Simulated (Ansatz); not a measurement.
Relaxed-ion elastic tensor of RuW (rock salt, Fm-3m) in GPa (Voigt order), the program Ansatz at the r²SCAN level (PAW); density 14.28 g/cm³, 16.57 Å³ per atom.

```tsv
	1	2	3	4	5	6
1	382	180	180	0.0	0.0	0.0
2	180	382	180	0.0	0.0	0.0
3	180	180	382	0.0	0.0	0.0
4	0.0	0.0	0.0	-23.5	0.0	0.0
5	0.0	0.0	0.0	0.0	-23.5	0.0
6	0.0	0.0	0.0	0.0	0.0	-23.5
```

**Question.** Is the crystal mechanically stable?

**Answer.** No: the smallest eigenvalue of C is -23.5 GPa.

The start of the workflow was typed in or built on a structure type; neither database checked (COD, Materials Project) lists it. Whether it is the stable phase at ambient conditions was not checked. The r²SCAN relaxation kept the symmetry of its start. At this level the phase is mechanically unstable. No spin polarisation was allowed. Its formation energy is positive at this level, so the cell may be metastable or incomplete. As this level gives no gap, shear constants depend on the k-mesh and smearing (Fermi–Dirac, 0.1 eV here). Scalar-relativistic: spin–orbit coupling is off unless named, which matters more the heavier the elements.

Potentials: the later of the program's two PAW sets.
